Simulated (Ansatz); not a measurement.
Ta (bcc, W type), conventional cell a = b = c = 3.282 Å, α = β = γ = 90.00°. The calculation uses the primitive cell of 1 atom, to which meshes and values per cell refer.

The relaxed cell is deformed in two ways at once: its volume V is scaled, and at that volume it is stretched along z (the c axis of the conventional cell) so that c/a changes. Fractional atomic positions are held.

These are PBEsol (plane waves to 420 eV, PAW, scalar-relativistic; Ansatz, a quantum-chemistry and plane-wave program) values and carry that method's errors. k mesh 20×20×20 (Γ-centred), Fermi-Dirac smearing 0.05 eV. E stands for the smeared free energy. With partly filled bands, the response to shear is sensitive to the k mesh, so small differences along c/a are uncertain. Spin-orbit coupling is left out, though Ta is heavy. Ta is run without spin polarisation. Ta was relaxed with its symmetry unable to fall. ΔE is measured from the relaxed starting cell.

```json
[
 {"ΔE (meV/atom)": "(c/a)/(c/a)₀ = 0.920", "V/V₀ = 0.920": "?", "V/V₀ = 0.960": "50", "V/V₀ = 1.000": "?", "V/V₀ = 1.040": "?", "V/V₀ = 1.080": "88"},
 {"ΔE (meV/atom)": "(c/a)/(c/a)₀ = 0.960", "V/V₀ = 0.920": "93", "V/V₀ = 0.960": "?", "V/V₀ = 1.000": "8", "V/V₀ = 1.040": "?", "V/V₀ = 1.080": "72"},
 {"ΔE (meV/atom)": "(c/a)/(c/a)₀ = 1.000", "V/V₀ = 0.920": "84", "V/V₀ = 0.960": "20", "V/V₀ = 1.000": "0", "V/V₀ = 1.040": "17", "V/V₀ = 1.080": "65"},
 {"ΔE (meV/atom)": "(c/a)/(c/a)₀ = 1.040", "V/V₀ = 0.920": "92", "V/V₀ = 0.960": "?", "V/V₀ = 1.000": "7", "V/V₀ = 1.040": "?", "V/V₀ = 1.080": "71"},
 {"ΔE (meV/atom)": "(c/a)/(c/a)₀ = 1.080", "V/V₀ = 0.920": "?", "V/V₀ = 0.960": "47", "V/V₀ = 1.000": "?", "V/V₀ = 1.040": "?", "V/V₀ = 1.080": "87"}
]
```

**Question.** Some entries are withheld; supply them.

**Answer.** 
- (c/a)/(c/a)₀ = 0.920, V/V₀ = 0.920: 116
- (c/a)/(c/a)₀ = 0.920, V/V₀ = 1.000: 28
- (c/a)/(c/a)₀ = 0.920, V/V₀ = 1.040: 43
- (c/a)/(c/a)₀ = 0.960, V/V₀ = 0.960: 28
- (c/a)/(c/a)₀ = 0.960, V/V₀ = 1.040: 24
- (c/a)/(c/a)₀ = 1.040, V/V₀ = 0.960: 27
- (c/a)/(c/a)₀ = 1.040, V/V₀ = 1.040: 24
- (c/a)/(c/a)₀ = 1.080, V/V₀ = 0.920: 114
- (c/a)/(c/a)₀ = 1.080, V/V₀ = 1.000: 26
- (c/a)/(c/a)₀ = 1.080, V/V₀ = 1.040: 41

(Under strain, the slope of the energy per volume gives the stress and its curvature an elastic modulus.)
